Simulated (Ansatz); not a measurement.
GaSb (rock salt, Fm-3m) at seven volumes, PBE in the plane-wave PAW code Ansatz, scaled uniformly. One row is withheld.

```tsv
V (Å³/atom)	P (GPa)
22.168	6.50
22.899	3.92
23.630	1.80
24.361	0.00
25.091	?
25.822	-2.78
26.553	-3.84
```

Q: Fit the shown pressures and predict the withheld one.

A: P = (3/2)B₀(x^(7/2) − x^(5/2))[1 + (3/4)(B′ − 4)(x − 1)] with x = (V₀/V)^(2/3). Least squares on the six rows gives V₀ = 24.359 Å³/atom, B₀ = 54.8 GPa, B′ = 4.84. At V = 25.091, x = 0.9805 and P = -1.51 GPa. The run itself gave -1.51 GPa.

The cell is a constructed one: a structure type filled with these elements; neither database checked (COD, Materials Project) lists it. It is not the phase usual at ambient conditions (space group No. 216). The PBE relaxation kept the symmetry of its start; its stability against distortions is not shown here. Scalar-relativistic: spin–orbit coupling is off unless named, which matters more the heavier the elements.

Potentials: the later of the program's two PAW sets.
